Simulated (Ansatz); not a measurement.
ZrGeS:
```xyz
6
Lattice="3.6403 0.0000 0.0000 0.0000 3.6403 0.0000 0.0000 0.0000 8.0636" Properties=species:S:1:pos:R:3 pbc="T T T"
Zr     0.0000     1.8202     5.8484
Zr     1.8202     0.0000     2.2152
Ge     1.8202     1.8202     0.0000
Ge     0.0000     0.0000     0.0000
S      0.0000     1.8202     3.0514
S      1.8202     0.0000     5.0122
```

Relaxed with r²SCAN. Special points in fractions of this cell's reciprocal vectors: Γ (0.000, 0.000, 0.000); X (0.000, 0.500, 0.000); M (0.500, 0.500, 0.000); Z (0.000, 0.000, 0.500); R (0.000, 0.500, 0.500); A (0.500, 0.500, 0.500).

Question: List the band energies nearest the Fermi level at these points for r²SCAN in the plane-wave PAW code Ansatz.

Answer: In eV from the Fermi level; about four levels below and three above (degenerate sets whole), none deeper than 8.9 eV; points with the same levels are listed once.

```tsv
k	below	above
Γ	-2.56 -2.56 -2.34 -1.38 -0.22	0.69 1.03 1.20 1.20
X	-1.98 -1.98 -0.61 -0.61	0.68 0.68 2.00 2.00
M	-4.11 -4.11 -2.54 -2.54	2.68 2.68 2.88 2.88
Z	-3.02 -3.02 -2.61 -2.55 -2.55	0.25 1.06 1.23
R	-2.16 -2.16 -0.36 -0.36	0.82 0.82 1.87 1.87
A	-3.95 -3.95 -2.60 -2.60	1.68 1.68 2.70 2.70
```

Space group P4/nmm. The first step of the workflow began from a Materials Project structure, measured or hypothetical; the Crystallography Open Database files this formula in space group No. 129, but the cells were not matched. Whether it is the stable phase at ambient conditions was not checked. Symmetry was held in the r²SCAN relaxation; its stability against distortions is not shown here. No spin polarisation was allowed. Scalar-relativistic: spin–orbit coupling is off unless named, which matters more the heavier the elements.

Potentials: the later of the program's two PAW sets.
